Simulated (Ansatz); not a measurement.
This cell of CeO₂ (fluorite) is off equilibrium:

```
CeO2
1.0
    0.00000     2.71868     2.71868
    2.71868     0.00000     2.71868
    2.71868     2.71868     0.00000
Ce O
1 2
Cartesian
 -0.19200   0.00000   0.00000
  1.35934   1.35934   1.35934
  4.07803   4.07803   4.07803
```

All values below come from r2SCAN (plane waves to 500 eV, PAW, scalar-relativistic; Ansatz, a quantum-chemistry and plane-wave program). k mesh 9×9×9 (Γ-centred), Fermi-Dirac smearing 0.05 eV. E stands for the smeared free energy. Compression counts positive. CeO2 is run without spin polarisation. CeO2 was relaxed with its symmetry unable to fall. The filling of the f shell was not checked against other fillings, so treat energies with care.

### Question
What forces act on the atoms (eV/Å, Cartesian)?

### Answer
```
atom      Fx     Fy     Fz
----  ------  -----  -----
Ce1    1.358  0.000  0.000
O2    -0.679  0.000  0.000
O3    -0.679  0.000  0.000
```

### Question
Give the stress tensor in GPa and the pressure.

### Answer
```
   2.06     0.00     0.00
   0.00     2.98     0.00
   0.00     0.00     2.98
```
The pressure, a third of the trace, is 2.67 GPa.

### Question
In it atom 1 sits (-0.192, 0.000, 0.000) Å away from its relaxed site. What is its energy relative to the relaxed cell?

### Answer
128.4 meV/cell.

(A displaced cell: forces are minus the slopes of the energy, force constants its curvatures, and phonons follow from these.)
